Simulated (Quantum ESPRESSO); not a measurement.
Cheap against tight settings: MgTe

```
MgTe
1.0
    0.00000     3.23200     3.23200
    3.23200     0.00000     3.23200
    3.23200     3.23200     0.00000
Mg Te
1 1
Direct
  0.00000   0.00000   0.00000
  0.75000   0.75000   0.75000
```
Geometry: a computed entry of the Materials Project; it was not checked against measured cells. It is MgTe in F-43m; whether this form has been observed was not checked. Stability against distortions was not tested.

Method: σ by GIPAW with PBE in a modified build of Quantum ESPRESSO, on JTH PAW datasets. The cutoff rises from row to row, with the meshes as listed. Costs are rough, from a shared machine. Shieldings are absolute and leave out the bulk-susceptibility term; a larger σ means a smaller chemical shift. No spin–orbit coupling; Te is the heaviest element present. The datasets of Mg, Te hold no d projectors, which limits absolute σ on these atoms. Static lattice: thermal averaging is not included.

```json
[
 {"setting": "A", "cutoff (Ha)": "8", "k-mesh": "4×4×4 through Γ"},
 {"setting": "B", "cutoff (Ha)": "10", "k-mesh": "3×3×3 shifted"},
 {"setting": "C", "cutoff (Ha)": "20", "k-mesh": "5×5×5 shifted"},
 {"setting": "D", "cutoff (Ha)": "30", "k-mesh": "7×7×7 shifted"}
]
```

Problem. From which setting on does σ_iso Te (ppm) stay within 1 of the tightest run?

Solution. From D on (only the tightest run itself). Differences from the tightest run: A -1294.2, B -19.4, C 9.6.

```
setting  cutoff (Ha)           k-mesh  σ_iso Mg (ppm)  σ_iso Te (ppm)  f-sum rule missed by (%)  rough cost ratio
-------  -----------  ---------------  --------------  --------------  ------------------------  ----------------
A                  8  4×4×4 through Γ           360.4          2543.5                       4.1           about 1
B                 10    3×3×3 shifted           436.8          3818.3                      0.36           about 1
C                 20    5×5×5 shifted           463.8          3847.3                      0.01                 6
D                 30    7×7×7 shifted           462.7          3837.7                      0.00                30
```
